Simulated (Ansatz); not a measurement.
Values for one crystal, relaxed and computed with LDA in the plane-wave PAW code Ansatz; other levels are named.

```yaml
volume_per_atom: 14.78 Å³
band_gap: 3.45 eV (indirect)
hole_effective_mass: 0.29, 1.8, 15 mₑ (principal values)
electron_effective_mass: 0.42, 0.52, 0.67 mₑ (principal values)
Vibrational entropy at 300 K: 16.8 J/(K·mol of atoms)
zone_centre_stability: no imaginary mode at Γ
hill_bulk_and_shear_moduli: 52.3 and 41.0 GPa
```

### Question
Which of these materials gives this?
A) MoS2, P6_3/mmc (Mo on 2b, S on 4f)
B) GeSe, Pnma (Ge on 4c, Se on 4c)
C) BAs, Pnma (B on 4c, As on 4c)
D) BeS, Pnma (Be on 4c, S on 4c)

### Answer
D, BeS, Pnma (Be on 4c, S on 4c)

The start of the workflow was typed in or built on a structure type; neither database checked (COD, Materials Project) lists it. COD files the formula under space group No. 216. Whether it is the stable phase at ambient conditions was not checked. Symmetry was held in the LDA relaxation. The volume moved by 19 % from the start of the relaxation.

Potentials: the earlier of the program's two PAW sets. The files were generated under PBE; for other functionals the program regenerates the frozen cores, and for LDA and PBEsol the local potential too.
